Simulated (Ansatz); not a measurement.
LaCu₅:
```
LaCu5
1.0
    5.15897     0.00000     0.00000
   -2.57948     4.46780     0.00000
    0.00000     0.00000     4.04457
La Cu
1 5
Direct
  0.00000   0.00000   0.00000
  0.00000   0.50000   0.50000
  0.50000   0.00000   0.50000
  0.50000   0.50000   0.50000
  0.33333   0.66667   0.00000
  0.66667   0.33333   0.00000
```

Relaxed with r²SCAN.

Q: Which orbitals make up the states near the Fermi level in r²SCAN (plane waves, PAW; program Ansatz)?

A: Within 0.5 eV of the Fermi level: La 5d 39 %, Cu 3d 21 %, Cu 4s 19 %, outside the projected shells 14 %. Projections are on Löwdin-orthogonalised atomic valence shells; empty p or d shells of many metals are not among them.

Q: Tabulate the density of states.

A: States/eV per cell of 6 atoms, in 0.25 eV bins, energy from the Fermi level.

```csv
E (eV),total,Cu 3d,La 4f,La 5d
-7.85,0.38,0.02,0.00,0.01
-7.60,0.49,0.03,0.00,0.01
-7.35,0.62,0.05,0.00,0.02
-7.10,0.78,0.07,0.00,0.03
-6.85,1.05,0.12,0.00,0.05
-6.60,1.26,0.17,0.00,0.08
-6.35,1.29,0.20,0.00,0.12
-6.10,1.94,0.35,0.00,0.28
-5.85,1.78,0.40,0.00,0.31
-5.60,1.46,0.46,0.00,0.25
-5.35,1.81,0.76,0.00,0.28
-5.10,2.60,1.52,0.01,0.30
-4.85,3.09,2.13,0.01,0.26
-4.60,8.61,6.73,0.04,0.55
-4.35,10.79,9.31,0.05,0.38
-4.10,17.06,15.85,0.04,0.46
-3.85,24.20,22.50,0.06,0.54
-3.60,19.32,17.99,0.05,0.50
-3.35,16.19,15.06,0.04,0.36
-3.10,17.60,16.28,0.03,0.34
-2.85,23.28,22.28,0.06,0.39
-2.60,29.87,28.81,0.06,0.35
-2.35,15.25,14.34,0.03,0.25
-2.10,10.33,9.60,0.03,0.16
-1.85,5.31,4.64,0.02,0.12
-1.60,1.74,0.90,0.02,0.15
-1.35,1.79,0.76,0.02,0.21
-1.10,1.97,0.72,0.03,0.33
-0.85,1.90,0.60,0.03,0.47
-0.60,1.93,0.51,0.03,0.57
-0.35,3.13,0.82,0.05,0.92
-0.10,3.00,0.66,0.07,1.04
0.15,4.79,0.94,0.13,2.00
0.40,3.42,0.52,0.15,1.69
0.65,2.92,0.34,0.22,1.24
0.90,3.12,0.31,0.33,1.31
1.15,2.33,0.21,0.38,0.84
1.40,3.08,0.23,0.65,1.02
1.65,2.37,0.16,0.63,0.80
1.90,2.72,0.17,0.75,1.15
2.15,4.78,0.18,2.97,1.02
2.40,18.91,0.31,17.08,0.71
2.65,25.77,0.29,23.36,1.48
2.90,6.35,0.15,4.25,1.10
3.15,3.88,0.11,1.80,1.05
```

Space group P6/mmm. The first step of the workflow began from a Materials Project structure, measured or hypothetical; the Crystallography Open Database copy checked does not list it. Its standing as an ambient phase is unchecked. Symmetry was held in the r²SCAN relaxation; its stability against distortions is not shown here. The run is not spin-polarised. Scalar-relativistic: spin–orbit coupling is off unless named, which matters more the heavier the elements.

Potentials: the later of the program's two PAW sets.
